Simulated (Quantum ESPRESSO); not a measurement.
## Kohn-Sham bands of HgTe (P3₁21)

```
CELL_PARAMETERS angstrom
      4.65544     0.00000     0.00000
     -2.32772     4.03173     0.00000
      0.00000     0.00000    10.42319
ATOMIC_POSITIONS crystal
  Hg 0.31614 0.31614 0.00000
  Hg 0.68386 0.00000 0.33333
  Hg 0.00000 0.68386 0.66667
  Te 0.48557 0.48557 0.50000
  Te 0.51443 0.00000 0.83333
  Te 0.00000 0.51443 0.16667
```

Cell from Materials Project (mp-358), symmetrised, no further relaxation. Not found in the COD (Crystallography Open Database) copy used, which has the formula in other groups; not checked further. Method: PBEsol plane waves in Quantum ESPRESSO 7.5 (PseudoDojo norm-conserving files, 66 Ry, no spin polarisation, no spin-orbit coupling), Bloch states on a 4×4×4 mesh through Γ, Wannier90 4.0.1. Density: 12×12×4 mesh, cold smearing 0.01 Ry. The cell is built of weakly bound layers, chains or molecules. Database cells relaxed without dispersion often hold them too far apart, which can enlarge gaps and weakens couplings between them; spacing and stacking were not compared with the measured crystal. Spin-orbit coupling is left out although heavy elements are present.

Energies are relative to the valence-band maximum; weights are on the orthonormalised atomic waves of the pseudopotential files, averaged over the group. 108 electrons a cell are treated as valence.

Task: Into which isolated groups do the bands fall, where do they lie and what are they made of?

Result: 
| bands | from (eV) | to (eV) | filling | weight on atomic waves |
|---|---|---|---|---|
| 1–3 | -115.01 | -115.01 | filled | Hg 5s 100 % |
| 4–12 | -63.37 | -63.24 | filled | Hg 5p 100 % |
| 13–27 | -36.60 | -36.46 | filled | Te 4d 100 % |
| 28–30 | -11.90 | -10.63 | filled | Te 5s 83 %, Hg 5d 8 %, Hg 6s 7 % |
| 31–45 | -7.60 | -6.03 | filled | Hg 5d 94 % |
| 46–54 | -5.15 | 0.00 | filled | Te 5p 72 %, Hg 6s 17 %, Hg 5d 6 % |

The Kohn-Sham gap over both meshes and the path is 0.60 eV.
